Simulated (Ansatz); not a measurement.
## How far is PAW off for Li3Au?

```xyz
4
Lattice="0.0000 3.1825 3.1510 3.1825 0.0000 3.1510 3.1825 3.1825 0.0000" Properties=species:S:1:pos:R:3 pbc="T T T"
Li    1.5913    1.5913    1.5755
Li    4.7738    4.7738    4.7265
Li    3.1825    3.1825    3.1510
Au    0.0000    0.0000    0.0000
```

Atoms are numbered in the order listed.

The cell is COD entry 1510223, as deposited and not checked against the literature; nothing was relaxed. The listed cell was then made from it by scaling, straining or moving an atom.

No spin–orbit coupling, which matters for the heavy atoms here.

All numbers are computed: DFT, PBEsol, PAW with Ansatz's default frozen-core files, scalar-relativistic (Ansatz 0.2.0); DFT, PBEsol, all-electron PAW with datasets made for the crystal, scalar-relativistic (Ansatz 0.2.0); DFT, PBEsol, all-electron LAPW, scalar-relativistic (Ansatz 0.2.0).

For PAW: a Γ-centred 10×10×10 k mesh, Fermi–Dirac smearing of 0.03 eV, cutoff 420 eV, no spin polarisation; the PAW files were made with PBE, and the program remakes their frozen cores for this functional. The crystal-made all-electron datasets (AE datasets) take a cutoff of 260 eV at this cell. LAPW targets a basis error of 1 meV/atom. The Ansatz runs share mesh, smearing and spin set-up. Plane-wave (PAW) pressures include the program's estimate of the Pulay term.

Stress and pressure are positive in compression.

The change that made this cell: equal xx and yy strain of +1 %.

| quantity | PAW | AE datasets | LAPW |
| --- | --- | --- | --- |
| pressure (GPa) | -1.95 | -1.97 | -1.96 |
| stress xx (GPa) | -1.97 | -1.99 | -1.98 |
| stress zz (GPa) | -1.91 | -1.94 | -1.93 |

PAW's pressure differs from the LAPW value by about 0.01 GPa or less.
